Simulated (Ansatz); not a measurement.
GaPd3C:
```yaml
crystal:
  lattice:
    - [4.11491, 0.00000, 0.00000]
    - [0.00000, 4.11491, 0.00000]
    - [0.00000, 0.00000, 4.11491]
  atoms:
    - { symbol: Ga, position: [0.00000, 0.00000, 0.00000] }
    - { symbol: Pd, position: [0.00000, 0.50000, 0.50000] }
    - { symbol: Pd, position: [0.50000, 0.00000, 0.50000] }
    - { symbol: Pd, position: [0.50000, 0.50000, 0.00000] }
    - { symbol: C, position: [0.50000, 0.50000, 0.50000] }
```

Relaxed with r²SCAN. Special points in fractions of this cell's reciprocal vectors: Γ (0.000, 0.000, 0.000); X (0.000, 0.500, 0.000); M (0.500, 0.500, 0.000); R (0.500, 0.500, 0.500).

List the band energies nearest the Fermi level at these points for DFT-r²SCAN with spin–orbit coupling in the program Ansatz with PAW potentials.

In eV from the Fermi level; about four levels below and three above (degenerate sets whole), none deeper than 8.9 eV; points with the same levels are listed once.

```tsv
k	below	above
Γ	-1.45 -1.45 -1.45 -1.45	1.53 1.53 1.71 1.71
X	-0.14 -0.14 -0.09 -0.09	1.30 1.30 2.81 2.81
M	-0.75 -0.75 -0.58 -0.58	1.15 1.15 4.21 4.21
R	-1.61 -1.61 -1.61 -1.61 -0.01 -0.01	1.69 1.69 1.69 1.69
```

Space group Pm-3m (anti-perovskite). The start of the workflow was typed in or built on a structure type; neither database checked (COD, Materials Project) lists it. Its standing as an ambient phase is unchecked. Symmetry was held in the r²SCAN relaxation; its stability against distortions is not shown here. No spin polarisation was allowed.

Potentials: the earlier of the program's two PAW sets. The files were generated under PBE; for other functionals the program regenerates the frozen cores, and for LDA and PBEsol the local potential too.
